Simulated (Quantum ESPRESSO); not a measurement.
## WMo3Al2TiPt (one run as intended and one with a planted mistake)

Simulated, not a measurement. The program is pw.x of Quantum ESPRESSO 7.5 (plane-wave density functional theory). The cell is made up: eight metal atoms on a hexagonal close-packed lattice, with elements, volume, strain and displacements drawn at random and not relaxed, so it may be unstable or far from any real phase. PseudoDojo standard norm-conserving files set the functional (PBE unless stated); there is no spin polarisation or spin-orbit coupling, the Fermi-Dirac width of 0.25 eV means electrons at about 2900 K, and the masses in the input are unused placeholders. Heavy elements are run without spin-orbit coupling, which real alloys of them have. A spin test at this wide smearing found no moment, but such smearing suppresses magnetism that the real alloy may have.

Intended input:

```
&control calculation='scf', pseudo_dir='./dojo.nc.sr.pbe.v0_5.standard.upf', outdir='./o', disk_io='minimal', tprnfor=.true., tstress=.true. /
&system ibrav=0, nat=8, ntyp=5, nbnd=62, ecutwfc=84.00895049, nosym=.true., tot_charge=0,
 occupations='smearing', smearing='fd', degauss=0.0183746611
/
&electrons conv_thr=1.470e-08, electron_maxstep=70, mixing_beta=0.5 /
ATOMIC_SPECIES
Al 1.0 Al.upf
Mo 1.0 Mo.upf
Pt 1.0 Pt.upf
Ti 1.0 Ti.upf
W 1.0 W.upf
CELL_PARAMETERS angstrom
0.0 4.8973 0.0
2.8275 0.0 4.6621
2.8275 0.0 -4.6621
ATOMIC_POSITIONS angstrom
W -0.0087 0.0833 0.0665
Mo 2.8735 -0.0152 -0.0501
Al 2.7353 1.7008 -2.2799
Al 2.905 1.6599 2.3607
Mo 1.4068 2.393 -0.0513
Ti 4.2175 2.343 -0.0481
Mo 1.5194 4.0297 -2.2674
Pt 1.4873 4.0842 2.457
K_POINTS automatic
5 5 5 1 1 1
```

The log is shortened where brackets say so; the opening notice, blank lines, dates and the lines on written files are dropped, and the path of the files is cut. It prints rydbergs, bohrs and kilobars, and counts compression as positive stress. Its total energy is the free energy E - TS of the whole cell.

Log of the intended run:

```
     Program PWSCF v.7.5
     Parallel version (MPI & OpenMP), running on       4 processor cores
     Number of MPI processes:                 4
     Threads/MPI process:                     1
     [start-up lines left out]
     bravais-lattice index     =            0
     lattice parameter (alat)  =       9.2546  a.u.
     unit-cell volume          =     871.2996 (a.u.)^3
     number of atoms/cell      =            8
     number of atomic types    =            5
     number of electrons       =        92.00
     number of Kohn-Sham states=           62
     kinetic-energy cutoff     =      84.0090  Ry
     charge density cutoff     =     336.0358  Ry
     scf convergence threshold =      1.5E-08
     mixing beta               =       0.5000
     number of iterations used =            8  plain     mixing
     Exchange-correlation= PBE
                           (   1   4   3   4   0   0   0)
     [axes and pseudopotential details left out]
   Cartesian axes
     site n.     atom                  positions (alat units)
         1        W      tau(   1) = (  -0.0017765   0.0170094   0.0135789  )
         2        Mo     tau(   2) = (   0.5867519  -0.0031038  -0.0102301  )
         3        Al     tau(   3) = (   0.5585323   0.3472934  -0.4655422  )
         4        Al     tau(   4) = (   0.5931840   0.3389419   0.4820411  )
         5        Mo     tau(   5) = (   0.2872603   0.4886366  -0.0104752  )
         6        Ti     tau(   6) = (   0.8611888   0.4784269  -0.0098217  )
         7        Mo     tau(   7) = (   0.3102526   0.8228412  -0.4629898  )
         8        Pt     tau(   8) = (   0.3036980   0.8339697   0.5017050  )
     number of k points=    63  Fermi-Dirac smearing, width (Ry)=  0.0184
                       cart. coord. in units 2pi/alat
        k(    1) = (   0.1732025   0.1000000   0.0000000), wk =   0.0320000
        k(    2) = (   0.3464050   0.1000000  -0.1050449), wk =   0.0320000
     [further k points left out]
     Dense  grid:    90567 G-vectors     FFT dimensions: (  60,  64,  64)
     Estimated max dynamical RAM per process >     338.92 MB
     Estimated total dynamical RAM >       1.26 GB
     Initial potential from superposition of free atoms
     starting charge      91.9886, renormalised to      92.0000
     Starting wfcs are   68 randomized atomic wfcs
     total cpu time spent up to now is        4.7 secs
     per-process dynamical memory:   270.9 Mb
     Self-consistent Calculation
     iteration #  1     ecut=    84.01 Ry     beta= 0.50
     Davidson diagonalization with overlap
     ethr =  1.00E-02,  avg # of iterations =  3.3
     total cpu time spent up to now is       14.4 secs
     total energy              =    -960.98463228 Ry
     estimated scf accuracy    <       2.98316240 Ry
     iteration #  2     ecut=    84.01 Ry     beta= 0.50
     Davidson diagonalization with overlap
     ethr =  3.24E-03,  avg # of iterations =  4.0
     total cpu time spent up to now is       24.6 secs
     total energy              =    -961.34293873 Ry
     estimated scf accuracy    <      14.98417870 Ry
     [iterations 3 to 16 left out]
     iteration # 17     ecut=    84.01 Ry     beta= 0.50
     Davidson diagonalization with overlap
     ethr =  1.74E-11,  avg # of iterations =  2.2
     total cpu time spent up to now is      153.2 secs
     total energy              =    -962.62670570 Ry
     estimated scf accuracy    <       0.00000004 Ry
     iteration # 18     ecut=    84.01 Ry     beta= 0.50
     Davidson diagonalization with overlap
     ethr =  1.74E-11,  avg # of iterations =  1.2
     total cpu time spent up to now is      160.8 secs
     End of self-consistent calculation
     [lines on levels left out]
!    total energy              =    -962.62670570 Ry
     estimated scf accuracy    <          7.2E-10 Ry
     smearing contrib. (-TS)   =      -0.11009022 Ry
     internal energy E=F+TS    =    -962.51661548 Ry
     The total energy is F=E-TS. E is the sum of the following terms:
     one-electron contribution =    -295.41170909 Ry
     hartree contribution      =     191.60488035 Ry
     xc contribution           =    -164.31330128 Ry
     ewald contribution        =    -694.39648546 Ry
     convergence has been achieved in  18 iterations
     Forces acting on atoms (cartesian axes, Ry/au):
     atom    1 type  5   force =     0.02577518   -0.03876981    0.00455486
     atom    2 type  2   force =    -0.02783429   -0.00436860    0.03224139
     atom    3 type  1   force =     0.03861968   -0.02039767   -0.03296283
     atom    4 type  1   force =    -0.03244676   -0.01294496   -0.02743529
     atom    5 type  2   force =    -0.00333464    0.02519530    0.05562987
     atom    6 type  4   force =     0.00499089    0.04149611    0.02939006
     atom    7 type  2   force =    -0.02144940    0.01321430   -0.01787135
     atom    8 type  3   force =     0.01567933   -0.00342468   -0.04354672
     Total force =     0.135823     Total SCF correction =     0.000061
     Computing stress (Cartesian axis) and pressure
          total   stress  (Ry/bohr**3)                   (kbar)     P=      -27.44
   0.00015661  -0.00004617  -0.00003389           23.04       -6.79       -4.99
  -0.00004617  -0.00045359   0.00010209           -6.79      -66.72       15.02
  -0.00003389   0.00010209  -0.00026254           -4.99       15.02      -38.62
     init_run     :      4.45s CPU      4.60s WALL (       1 calls)
     electrons    :    155.78s CPU    156.11s WALL (       1 calls)
     forces       :      1.43s CPU      1.45s WALL (       1 calls)
     stress       :      4.95s CPU      4.95s WALL (       1 calls)
     [timing details left out]
     PWSCF        :   2m46.73s CPU   2m47.26s WALL
     JOB DONE.
```

A second run has one planted mistake: one coordinate of one atom is wrong. The input lines that differ:

```
- Mo 1.4068 2.393 -0.0513
+ Mo 1.4068 2.233 -0.0513
```

Its log:

```
     Program PWSCF v.7.5
     Parallel version (MPI & OpenMP), running on       4 processor cores
     Number of MPI processes:                 4
     Threads/MPI process:                     1
     [start-up lines left out]
     bravais-lattice index     =            0
     lattice parameter (alat)  =       9.2546  a.u.
     unit-cell volume          =     871.2996 (a.u.)^3
     number of atoms/cell      =            8
     number of atomic types    =            5
     number of electrons       =        92.00
     number of Kohn-Sham states=           62
     kinetic-energy cutoff     =      84.0090  Ry
     charge density cutoff     =     336.0358  Ry
     scf convergence threshold =      1.5E-08
     mixing beta               =       0.5000
     number of iterations used =            8  plain     mixing
     Exchange-correlation= PBE
                           (   1   4   3   4   0   0   0)
     [axes and pseudopotential details left out]
   Cartesian axes
     site n.     atom                  positions (alat units)
         1        W      tau(   1) = (  -0.0017765   0.0170094   0.0135789  )
         2        Mo     tau(   2) = (   0.5867519  -0.0031038  -0.0102301  )
         3        Al     tau(   3) = (   0.5585323   0.3472934  -0.4655422  )
         4        Al     tau(   4) = (   0.5931840   0.3389419   0.4820411  )
         5        Mo     tau(   5) = (   0.2872603   0.4559655  -0.0104752  )
         6        Ti     tau(   6) = (   0.8611888   0.4784269  -0.0098217  )
         7        Mo     tau(   7) = (   0.3102526   0.8228412  -0.4629898  )
         8        Pt     tau(   8) = (   0.3036980   0.8339697   0.5017050  )
     number of k points=    63  Fermi-Dirac smearing, width (Ry)=  0.0184
                       cart. coord. in units 2pi/alat
        k(    1) = (   0.1732025   0.1000000   0.0000000), wk =   0.0320000
        k(    2) = (   0.3464050   0.1000000  -0.1050449), wk =   0.0320000
     [further k points left out]
     Dense  grid:    90567 G-vectors     FFT dimensions: (  60,  64,  64)
     Estimated max dynamical RAM per process >     338.92 MB
     Estimated total dynamical RAM >       1.26 GB
     Initial potential from superposition of free atoms
     starting charge      91.9886, renormalised to      92.0000
     Starting wfcs are   68 randomized atomic wfcs
     total cpu time spent up to now is        4.7 secs
     per-process dynamical memory:   262.6 Mb
     Self-consistent Calculation
     iteration #  1     ecut=    84.01 Ry     beta= 0.50
     Davidson diagonalization with overlap
     ethr =  1.00E-02,  avg # of iterations =  3.4
     total cpu time spent up to now is       14.3 secs
     total energy              =    -960.94899476 Ry
     estimated scf accuracy    <       3.01417061 Ry
     iteration #  2     ecut=    84.01 Ry     beta= 0.50
     Davidson diagonalization with overlap
     ethr =  3.28E-03,  avg # of iterations =  3.9
     total cpu time spent up to now is       24.3 secs
     total energy              =    -961.30722792 Ry
     estimated scf accuracy    <      15.40264016 Ry
     [iterations 3 to 14 left out]
     iteration # 15     ecut=    84.01 Ry     beta= 0.50
     Davidson diagonalization with overlap
     ethr =  1.17E-09,  avg # of iterations =  1.4
     total cpu time spent up to now is      134.1 secs
     total energy              =    -962.61450289 Ry
     estimated scf accuracy    <       0.00000006 Ry
     iteration # 16     ecut=    84.01 Ry     beta= 0.50
     Davidson diagonalization with overlap
     ethr =  6.78E-11,  avg # of iterations =  2.5
     total cpu time spent up to now is      142.6 secs
     End of self-consistent calculation
     [lines on levels left out]
!    total energy              =    -962.61450289 Ry
     estimated scf accuracy    <          4.7E-09 Ry
     smearing contrib. (-TS)   =      -0.11150025 Ry
     internal energy E=F+TS    =    -962.50300264 Ry
     The total energy is F=E-TS. E is the sum of the following terms:
     one-electron contribution =    -293.88462869 Ry
     hartree contribution      =     190.85350952 Ry
     xc contribution           =    -164.34667437 Ry
     ewald contribution        =    -695.12520911 Ry
     convergence has been achieved in  16 iterations
     Forces acting on atoms (cartesian axes, Ry/au):
     atom    1 type  5   force =     0.02318443   -0.05818135    0.00642143
     atom    2 type  2   force =    -0.02815227   -0.01961795    0.03306731
     atom    3 type  1   force =     0.04024207   -0.02000721   -0.03790232
     atom    4 type  1   force =    -0.03335458   -0.01244832   -0.03093209
     atom    5 type  2   force =    -0.00000549    0.05425446    0.05616460
     atom    6 type  4   force =     0.00582511    0.04901629    0.03000465
     atom    7 type  2   force =    -0.02330007    0.01354062   -0.01202468
     atom    8 type  3   force =     0.01556079   -0.00655655   -0.04479891
     Total force =     0.156566     Total SCF correction =     0.000277
     Computing stress (Cartesian axis) and pressure
          total   stress  (Ry/bohr**3)                   (kbar)     P=      -16.82
   0.00030456  -0.00002864  -0.00003103           44.80       -4.21       -4.56
  -0.00002864  -0.00042837   0.00006123           -4.21      -63.02        9.01
  -0.00003103   0.00006123  -0.00021922           -4.56        9.01      -32.25
     init_run     :      4.48s CPU      4.61s WALL (       1 calls)
     electrons    :    135.66s CPU    137.90s WALL (       1 calls)
     forces       :      1.41s CPU      1.42s WALL (       1 calls)
     stress       :      4.91s CPU      4.92s WALL (       1 calls)
     [timing details left out]
     PWSCF        :   2m26.59s CPU   2m28.97s WALL
     JOB DONE.
```

```
                                            intended run  run with the mistake
                          free energy (eV)    -13097.204            -13097.038
         entropy term -TS, part of it (eV)        -1.498                -1.517
                            pressure (GPa)         -2.74                 -1.68
size of the largest force component (eV/Å)         1.430                 1.496
largest change of a force component (eV/Å)                               0.747
                                iterations            18                    16
```

For scale, a rerun of the intended cell at a higher cutoff and on a denser mesh moved values by no more than 0.004 eV in energy, 0.04 GPa in stress and 0.005 eV/Å in force, and a second program with other atomic files agreed on that cell to 2 % rms in force and 0.5 GPa in pressure.